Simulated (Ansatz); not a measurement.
A structure of SnS relaxed with PBEsol (plane waves to 420 eV, PAW, scalar-relativistic; Ansatz, a quantum-chemistry and plane-wave program); single points at other levels follow on the same geometry (Ansatz, PAW; HSE06 at 420 eV on a 6×6×6 k-mesh; no spin-orbit coupling). Space group Fm-3m (No. 225).

```cif
data_SSn
_chemical_formula_sum 'Sn1 S1'
_space_group_name_H-M_alt 'P 1'
_space_group_IT_number 1
_cell_length_a 4.06165
_cell_length_b 4.06165
_cell_length_c 4.06165
_cell_angle_alpha 60.000
_cell_angle_beta 60.000
_cell_angle_gamma 60.000
loop_
_space_group_symop_operation_xyz
  'x, y, z'
loop_
_atom_site_label
_atom_site_type_symbol
_atom_site_fract_x
_atom_site_fract_y
_atom_site_fract_z
_atom_site_occupancy
Sn1 Sn 0.50000 0.50000 0.50000 1
S1 S 0.00000 0.00000 0.00000 1
```

```
level   gap (eV)    kind        conduction minimum
------  --------  ------  ------------------------
PBEsol      0.13  direct  k = (0, 0.0714, -0.4286)
HSE06        [?]       –                       [?]
```

Question: What belongs in the gaps?

Answer: 
- HSE06, gap (eV): 0.33
- HSE06, conduction minimum: k = (0, 0.0714, -0.4286)

HSE06 gaps come from a coarse mesh plus a few chosen points, so they may be too large. No spin polarisation in the result.

The run could not lose the symmetry of its start.

The first start was generated by placing the elements on the sites of a structure type. A measured structure of SnS has the same space group, Fm-3m (No. 225); the sites were not compared with it. Another known form has space group No. 62.
